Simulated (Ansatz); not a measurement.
## YbN in the zincblende structure

The computed numbers are results of PBE+U (U_eff = 6 eV on Yb 4f), scalar-relativistic (collinear spin) in the plane-wave PAW code Ansatz at 420 eV, 8×8×8 k-mesh, Gaussian smearing of 0.05 eV. The datasets are Ansatz's generated set soft_2.

```
Yb N
1.0
     0.00000    2.58118    2.58118
     2.58118    0.00000    2.58118
     2.58118    2.58118    0.00000
Yb N
1 1
Direct
  0.00000 0.00000 0.00000
  0.25000 0.25000 0.25000
```

This is a trial structure; measured cells of the compound in the Crystallography Open Database are in space group Fm-3m (rock salt).

Magnetic state: ferromagnetic, site spin moments Yb 0.98 μB.

The cell is relaxed to zero pressure at this level.

The cell has space group F-43m (read at 0.01 Å). In it the stress is -0.16, -0.16, 0.24, 0.00, 0.00, 0.00 GPa, so the shape isn't fully relaxed, and the largest force component 0.000 eV/Å. Each change below starts from this cell, without further relaxation. Stress is in GPa, positive in compression, in the order xx, yy, zz, yz, xz, xy; energies are counted from the cell above.

Question: What happens when atom 1 (Yb) is moved by 0.20 Å along z?

Answer: The energy changes by 198.1 meV per cell, and the force on it along the shift is -1.981 eV/Å (−F/u = 9.90 eV/Å²). Stress: 3.19, 3.19, 0.66, 0.00, 0.00, 7.69. The gap on the mesh goes from 1.21 eV to 1.14 eV.
| atom | Fx (eV/Å) | Fy | Fz |
| --- | --- | --- | --- |
| Yb1 | 0.000 | 0.000 | -1.981 |
| N2 | 0.000 | 0.000 | 1.981 |
In a harmonic crystal the energy would rise by −½F·u = ½ × 9.90 × 0.20² eV = 198.1 meV, which matches.

Question: What stress follows from an engineering strain of -1 % in yy, atoms carried along?

Answer: 0.96, 1.31, 1.36, 0.00, 0.00, 0.00 GPa; the energy changes by 1.2 meV per cell. The gap on the mesh goes from 1.21 eV to 1.25 eV.
The change of the stress over the strain gives a clamped-atom stiffness of about 147 GPa for this component, a secant value that lies under the elastic constant in tension and over it in compression, by several per cent for each per cent of strain.
In a harmonic crystal the energy would rise by V(½Cε² − σ₀ε), with σ₀ the stress of the unstrained cell, = 1.2 meV, which matches.

Question: All atoms and the cell are disturbed at random:
```
CELL_PARAMETERS angstrom
0.06410 2.56314 2.57593
2.63873 0.04565 2.59437
2.66342 2.60628 0.02096
ATOMIC_POSITIONS crystal
Yb 0.98641 0.97294 0.99581
N 0.26359 0.27706 0.25419
```
Give the energy change, the stress and the forces.

Answer: 368.4 meV per cell; stress 4.27, 6.28, 4.08, -4.67, -1.93, -9.98 GPa. The gap on the mesh goes from 1.21 eV to 1.23 eV.
```tsv
atom	Fx (eV/Å)	Fy	Fz
Yb1	1.034	-0.055	2.002
N2	-1.034	0.055	-2.002
```

With a Hubbard U or exact exchange the result depends on the state in which the open shell ends, and a lower one can't be excluded. No spin–orbit coupling, a notable omission for heavy elements. The order of the orbitals lowers the symmetry, along an axis that is one of several equivalent ones. Site moments are of spin, integrated over atomic spheres.
